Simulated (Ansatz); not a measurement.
Ansatz (a quantum-chemistry and plane-wave program) input:

Ansatz 0.2 input:
```yaml
crystal:
  lattice:
    - [4.2138587268, 0.0, 0.0]
    - [0.0, 4.2138587268, 0.0]
    - [0.0, 0.0, 4.2138587268]
  atoms:
    - { symbol: Pt, position: [0.0, 0.5, 0.5] }
    - { symbol: Pt, position: [0.5, 0.0, 0.5] }
    - { symbol: Pt, position: [0.5, 0.5, 0.0] }
    - { symbol: La, position: [0.0, 0.0, 0.0] }
kpoints:
  mp_grid: { grid: [7, 7, 7] }
  band_path:
    path:
      - [[0.0, 0.0, 0.0], [0.0, 0.5, 0.0], [0.5, 0.5, 0.0], [0.0, 0.0, 0.0], [0.5, 0.5, 0.5], [0.0, 0.5, 0.0]]  # Γ-X-M-Γ-R-X
      - [[0.5, 0.5, 0.5], [0.5, 0.5, 0.0]]  # R-M
    npoints: 12
hamiltonian:
  xc: r2scan
  pseudopotentials: { kind: paw }
magnetization: { noncollinear: true, spin_orbit: true }
scf:
  n_extra_bands: 13
  convergence: { dr2_threshold: 0.0000000001 }
  occupations: { method: gaussian, width: 0.05 }
output: { eigenvalues: true }
```

Output (shortened):

```
Pseudopotential: Pt, paw_fr, valence charge 18
Pseudopotential: La, paw_fr, valence charge 11
Functional definition: r2SCAN
non-collinear run that drives no moment, with spin-orbit …
Crystal: 4 atoms, lattice volume = 74.824 Å³
Basis set: ecut = 500 eV, 1935 PW (Γ), exchange–correlation on 128×128×128 points (64 copies of the dense FFT grid, shifted against one another)
Bands: 78, of which v1, the nominal top of the filled ones, is band 65 counted from 1 (64 counted from 0)
Symmetry: 48 space group operations + 48 with time reversal
k-points: 20 of 343
Projection manifold: j_resolved (fully-relativistic pseudo-atomic orbitals)
SCF iter   1: F=—  HF=-43796.910093 eV  |F-HF|=—  |Δ(HF+E_count)|=         —  Δρ=2.22e-1  dr2=7.85e1  dr2_τ=6.01e-1  dr2_m=0.00e0 (ungated)  ethr=3.10e-3  |M|=0.00e0 ∫|m|=0.00e0 μB  |m|>n=0.0e0 m-floor=0.0e0 τ_xc=0.0e0  β_m=0.30  ⟨swp⟩=5.5  Hψ=3084  notcnv=0
preconditioner: auto → Kerker (q_TF=auto, 2.665 Å⁻¹)
spin=Noncollinear: Kerker preconditioning applied to the charge; magnetization (m_x, m_y, m_z) channels mix plain (no charge-response kernel on spin).
SCF iter   2: F=—  HF=-43789.594181 eV  |F-HF|=—  |Δ(HF+E_count)|=    7.32e0  Δρ=5.47e-2  dr2=3.20e0  dr2_τ=4.08e-1  dr2_m=0.00e0 (ungated)  ethr=3.10e-3  |M|=0.00e0 ∫|m|=0.00e0 μB  |m|>n=0.0e0 m-floor=0.0e0 τ_xc=0.0e0  β_m=0.31  ⟨swp⟩=5.0  Hψ=1757  notcnv=0  defer=90
SCF iter   3: F=—  HF=-43789.838534 eV  |F-HF|=—  |Δ(HF+E_count)|=   2.44e-1  Δρ=3.18e-2  dr2=1.05e0  dr2_τ=1.27e-2  dr2_m=0.00e0 (ungated)  ethr=3.10e-3  |M|=0.00e0 ∫|m|=0.00e0 μB  |m|>n=0.0e0 m-floor=0.0e0 τ_xc=0.0e0  β_m=0.51  ⟨swp⟩=2.8  Hψ=1022  notcnv=0  defer=128
SCF iter   4: F=—  HF=-43789.716444 eV  |F-HF|=—  |Δ(HF+E_count)|=   1.22e-1  Δρ=1.11e-2  dr2=1.16e-1  dr2_τ=1.00e-3  dr2_m=0.00e0 (ungated)  ethr=1.62e-3  |M|=0.00e0 ∫|m|=0.00e0 μB  |m|>n=0.0e0 m-floor=0.0e0 τ_xc=0.0e0  β_m=0.72  ⟨swp⟩=3.4  Hψ=1181  notcnv=0  defer=128
SCF iter   5: F=—  HF=-43789.689902 eV  |F-HF|=—  |Δ(HF+E_count)|=   2.65e-2  Δρ=2.76e-3  dr2=1.15e-2  dr2_τ=1.12e-4  dr2_m=0.00e0 (ungated)  ethr=1.78e-4  |M|=0.00e0 ∫|m|=0.00e0 μB  |m|>n=0.0e0 m-floor=0.0e0 τ_xc=0.0e0  β_m=0.86  ⟨swp⟩=2.9  Hψ=1391  notcnv=0  defer=142
SCF iter   6: F=—  HF=-43789.692335 eV  |F-HF|=—  |Δ(HF+E_count)|=   2.43e-3  Δρ=1.94e-3  dr2=5.66e-3  dr2_τ=4.56e-5  dr2_m=0.00e0 (ungated)  ethr=1.78e-5  |M|=0.00e0 ∫|m|=0.00e0 μB  |m|>n=0.0e0 m-floor=0.0e0 τ_xc=0.0e0  β_m=0.93  ⟨swp⟩=2.8  Hψ=1348  notcnv=0  defer=144
SCF iter   7: F=—  HF=-43789.691820 eV  |F-HF|=—  |Δ(HF+E_count)|=   5.15e-4  Δρ=9.24e-4  dr2=1.02e-3  dr2_τ=2.14e-6  dr2_m=0.00e0 (ungated)  ethr=8.71e-6  |M|=0.00e0 ∫|m|=0.00e0 μB  |m|>n=0.0e0 m-floor=0.0e0 τ_xc=0.0e0  β_m=0.97  ⟨swp⟩=2.4  Hψ=1030  notcnv=0  defer=144
SCF iter   8: F=—  HF=-43789.691568 eV  |F-HF|=—  |Δ(HF+E_count)|=   2.52e-4  Δρ=3.65e-4  dr2=1.83e-4  dr2_τ=8.36e-7  dr2_m=0.00e0 (ungated)  ethr=1.56e-6  |M|=0.00e0 ∫|m|=0.00e0 μB  |m|>n=0.0e0 m-floor=0.0e0 τ_xc=0.0e0  β_m=0.98  ⟨swp⟩=2.0  Hψ=1167  notcnv=0  defer=144
SCF iter  13: F=-43789.691703 eV  HF=-43789.691703 eV  |F-HF|=7.28e-12  |Δ(HF+E_count)|=  9.46e-11  Δρ=1.26e-7  dr2=1.06e-11  dr2_τ=1.41e-13  dr2_m=0.00e0 (ungated)  ethr=1.00e-12  |M|=0.00e0 ∫|m|=0.00e0 μB  |m|>n=0.0e0 m-floor=0.0e0 τ_xc=0.0e0  ⟨swp⟩=12.3  Hψ=2954  notcnv=0
SCF 1 converged in 13 iterations: F = -43789.691703 eV  dr2 = 1.06e-11
NSCF: frozen V_eff on 74 k-points
SCF converged after 13 iterations
Magnetization: |M| = 0.0000 μB,  M = (+0.0000, +0.0000, +0.0000) μB
Absolute magnetization: 0.0000 μB (∫|m|)
  site 0: m = (+0.0000, +0.0000, +0.0000) μB, |m| = 0.0000 μB  (R = 1.23 Å)
  site 1: m = (+0.0000, +0.0000, +0.0000) μB, |m| = 0.0000 μB  (R = 1.23 Å)
  site 2: m = (+0.0000, +0.0000, +0.0000) μB, |m| = 0.0000 μB  (R = 1.23 Å)
  site 3: m = (+0.0000, +0.0000, +0.0000) μB, |m| = 0.0000 μB  (R = 1.23 Å)
Free energy (F): -43789.691703 eV
Harris-Foulkes:  -43789.691703 eV  (|F-HF|=7.28e-12)
Internal energy: -43789.686950 eV  (E = F + TS)
E sigma→0 (E₀):  -43789.689327 eV
Entropy (-TS):   -0.004753 eV (-1.188 meV/atom)
Fermi energy:    18.826489 eV
--- Per-component energies (eV) ---
  E_band       = -608.980347
  E_kinetic    = 2114.023528
  E_local      = -5663.837536  (includes V_loc(G=0)·N_el)
  E_nonlocal   = 666.131073
  E_hartree    = 2161.731177
  E_xc         = -885.772540
  E_vxc        = -1178.459669  (∫ρ·V_xc dr)
  E_paw        = -33765.337340  (= ΣΔE_a)
  E_vpaw       = -944.011279  (= ΣTr[D̂ρ^β])
  E_aug_tail   = 0.000374  (compensation charges beyond the density's cutoff)
  E_vtau       = 73.710761  (kinetic-family band-sum trace: ∫τ·v_τ [+ j·A + Jᵃ·Aᵃ] dr)
  E_ewald      = -8415.948177
  E_core_change = -0.677509  (= ΣΔE_core)
  E_smearing   = -0.004753  (= −TS)
  E_closure    =  0.000000  (closes the sum)
  Σ components = -43789.691703   (vs F -43789.691703, Δ=0.00e0)
  [band-id]    e_kinetic+e_local+e_nonlocal+2·e_hartree+e_vxc+e_vpaw+e_augmentation_tail+e_vtau = -608.980395   (vs E_band -608.980347, Δ=-4.78e-5)
--- Band table (eV; the first three rows and the last of 20) ---
  k-point 0: bands = ["-80.7973", "-80.7973", "-80.7840", "-80.7840", "-80.7840", "-80.7840", "-45.4254", "-45.4254", "-45.4254", "-45.4254", "-45.3767", "-45.3767", "-30.7379", "-30.7379", "-30.6965", "-30.6965", "-30.6965", "-30.6965", "-30.6349", …
  k-point 1: bands = ["-80.7967", "-80.7967", "-80.7846", "-80.7846", "-80.7840", "-80.7840", "-45.4254", "-45.4254", "-45.4232", "-45.4232", "-45.3788", "-45.3788", "-30.7316", "-30.7316", "-30.6943", "-30.6943", "-30.6922", "-30.6922", "-30.6362", …
  k-point 2: bands = ["-80.7952", "-80.7952", "-80.7862", "-80.7862", "-80.7840", "-80.7840", "-45.4254", "-45.4254", "-45.4175", "-45.4175", "-45.3846", "-45.3846", "-30.7192", "-30.7192", "-30.6828", "-30.6828", "-30.6806", "-30.6806", "-30.6403", …
  k-point 19: bands = ["-80.7889", "-80.7889", "-80.7882", "-80.7882", "-80.7882", "-80.7882", "-45.4106", "-45.4106", "-45.4101", "-45.4101", "-45.4078", "-45.4078", "-30.7389", "-30.7389", "-30.7163", "-30.7163", "-30.6464", "-30.6464", "-30.6457", …
```

Cost: very roughly 2.8 core-minutes on shared cores.

Space group Pm-3m (Cu3Au type). The workflow started from an entry of the Crystallography Open Database (COD). Its standing as an ambient phase is unchecked. The cell was relaxed with r²SCAN under the symmetry of its start; whether a distortion lowers the energy is not shown. No spin polarisation was allowed.

Potentials: the later of the program's two PAW sets.

Ansatz is a plane-wave DFT program.
